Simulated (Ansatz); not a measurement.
## ScTe3 in Ansatz, settings compared

Launch command:

```bash
ansatz run input.yaml --threads 1 --pin off --max-ram 2560MiB --backend cpu --events-out ev --progress --plain --runs-dir out
```

The input file (Ansatz 0.2.0, plane waves):

```yaml
crystal:
  lattice:
    - [3.547434, 6.144329, 0.0]
    - [-3.547434, 6.144329, 0.0]
    - [0.0, -4.096219, 6.267987]
  atoms:
    - { symbol: Sc, position: [0.0, 0.0, 0.0] }
    - { symbol: Sc, position: [0.5, 0.5, 0.5] }
    - { symbol: Te, position: [0.85125, 0.25, 0.75] }
    - { symbol: Te, position: [0.64875, 0.85125, 0.75] }
    - { symbol: Te, position: [0.25, 0.64875, 0.75] }
    - { symbol: Te, position: [0.14875, 0.75, 0.25] }
    - { symbol: Te, position: [0.35125, 0.14875, 0.25] }
    - { symbol: Te, position: [0.75, 0.35125, 0.25] }
  symmetry: { tolerance: 0.0003 }
kpoints:
  mp_grid: { grid: [3, 3, 3], shift: [0, 0, 0] }
magnetization:
  spin_polarized: false
scf:
  occupations: { method: fermi_dirac }
hamiltonian:
  pseudopotentials: { kind: paw }
  xc: r2scan
basis:
  ecutwfc: 500
output:
  forces: true
  stress: true
  eigenvalues: true
```

Origin of the cell: a known structure type with other elements, at an estimated volume, so it need not be a known compound.

The smearing width isn't typed, so it takes its default of 0.1 eV.

Output of this run (shortened):

```
Warning: crystal.lattice misses the space group found at crystal.symmetry.tolerance 3.0e-4 in a digit that the deck types, which is why this is a warning: making the lattice exact moves one o […]
Pseudopotentials: kind: paw
Pseudopotential: Sc, paw, valence charge 11, recommended cutoff 500 eV (meta_gga), Sc.paw.azcp
Pseudopotential: Te, paw, valence charge 16, recommended cutoff 500 eV (meta_gga), Te.paw.azcp
Functional definition: r2SCAN
  exchange = r2scan_x(k0 = k0, k1 = k1, a1 = a1)
  correlation = r2scan_c
Crystal: 8 atoms, lattice volume = 273.242 Å³
Basis set: ecut = 500 eV, 6911 PW (Γ), exchange–correlation on 216×216×240 points (64 copies of the dense FFT grid, shifted against one another)
Bands: 71, of which v1, the nominal top of the filled ones, is band 59 counted from 1 (58 counted from 0)
Symmetry: 12 space group operations
[… 8 lines left out …]
Initial density: superposition of atomic densities (neutral atoms: chi_scale 0, normalization atom), corrected by the library's trained network
Functional: x = r2scan, c = r2scan; τ floored in thin density (d = 2e-4 eV/Å³)
SCF iter   1: F=—  HF=-46252.247442 eV  Δρ=8.60e-3  dr2=4.55e-1  dr2_τ=1.93e-2  defer=1
SCF iter   2: F=—  HF=-46252.355040 eV  Δρ=6.86e-3  dr2=1.93e-1  dr2_τ=1.68e-2  defer=12
SCF iter   3: F=—  HF=-46252.319475 eV  Δρ=1.16e-3  dr2=7.02e-3  dr2_τ=1.75e-4  defer=12
SCF iter   4: F=—  HF=-46252.319358 eV  Δρ=1.36e-4  dr2=5.21e-5  dr2_τ=3.59e-6  defer=12
SCF iter   5: F=—  HF=-46252.319400 eV  Δρ=5.18e-5  dr2=8.69e-6  dr2_τ=2.78e-7  defer=12
SCF iter   6: F=—  HF=-46252.319403 eV  Δρ=2.18e-5  dr2=1.45e-6  dr2_τ=6.40e-8  defer=12
SCF iter   7: F=—  HF=-46252.319403 eV  Δρ=6.21e-6  dr2=1.74e-7  dr2_τ=4.19e-9  defer=12
SCF iter   8: F=-46252.319403 eV  HF=-46252.319403 eV  Δρ=1.20e-6  dr2=3.79e-9  dr2_τ=1.47e-10
SCF 1 converged in 8 iterations: F = -46252.319403 eV  dr2 = 3.79e-9
SCF converged after 8 iterations
Free energy (F): -46252.319403 eV
Harris-Foulkes:  -46252.319403 eV  (|F-HF|=3.91e-9)
Internal energy: -46252.064787 eV  (E = F + TS)
E sigma→0 (E₀):  -46252.192095 eV
Entropy (-TS):   -0.254616 eV (-31.827 meV/atom)
Fermi energy:    6.875602 eV
--- Per-component energies (eV) ---
  E_band       = -2165.467948
  E_kinetic    = 1616.072311
  E_local      = -11161.465741  (includes V_loc(G=0)·N_el)
  E_nonlocal   = -1697.068334
  E_hartree    = 6284.426212
  E_xc         = -894.201928
  E_vxc        = -957.618527  (∫ρ·V_xc dr)
  E_paw        = -30048.375758  (= ΣΔE_a)
  E_vpaw       = -2594.430721  (= ΣTr[D̂ρ^β])
  E_aug_tail   = -0.000235  (compensation charges beyond the density's cutoff)
  E_vtau       = 60.194800  (kinetic-family band-sum trace: ∫τ·v_τ [+ j·A + Jᵃ·Aᵃ] dr)
  E_ewald      = -10352.683462
  E_core_change = 1.232149  (= ΣΔE_core)
  E_smearing   = -0.254616  (= −TS)
  Σ components = -46252.319403   (vs F -46252.319403, Δ=0.00e0)
--- Forces (eV/Å), atoms counted from 1 ---
  atom   1  Sc     0.000000     0.000000     0.000000
[… 2 lines left out …]
  atom   4  Te    -0.437574     0.000000     0.000000
  atom   5  Te     0.218787    -0.378950     0.000000
  atom   6  Te    -0.218787    -0.378950     0.000000
  atom   7  Te     0.437574    -0.000000    -0.000000
  atom   8  Te    -0.218787     0.378950    -0.000000
  max |Σ_I F_I| component: 5.55e-17 eV/Å
--- Stress (GPa, compression-positive) ---
        5.557755       0.000000       0.000000
       -0.000000       5.557755       0.000000
        0.000000       0.000000       6.663223
  P = ⅓ Tr σ = 5.9262 GPa (59.262 kbar)
```

The same input was run again with these changes:

1. `scf.mixing.preconditioner` default → resta
2. `scf.occupations.method` fermi_dirac → methfessel_paxton; `scf.occupations.width` default → 0.05; `hamiltonian.pseudopotentials` { kind: paw } → { kind: paw, source: jth }
3. `basis.xc_grid` default → 2
4. `basis.ecutwfc` 500 → "51.4 Ry"

```
 run        end  SCF iterations  P (GPa)  max force component (eV/Å)  moment (μB)  ΔE(σ→0) (meV/atom)
base  converged               8     5.93                       0.438            –                   0
   1  converged               8     5.93                       0.438            –                0.00
   2  converged               9     5.89                       0.455            –                   –
   3  converged               8     5.93                       0.438            –                0.00
   4  converged               8     5.92                       0.437            –               -1.26
```

Energies are compared only where functional, datasets, charge and starting cell are the same.

Caveats of the base run: no spin-orbit coupling, though heavy elements are present; the k mesh is coarse if the cell is a metal.

Run 2: the cutoff lies below the datasets' advice.

The base run ran for 24 s on 1 thread of Arm Neoverse V2 (shared host), peak memory 1.4 GiB, from the program's own first density.
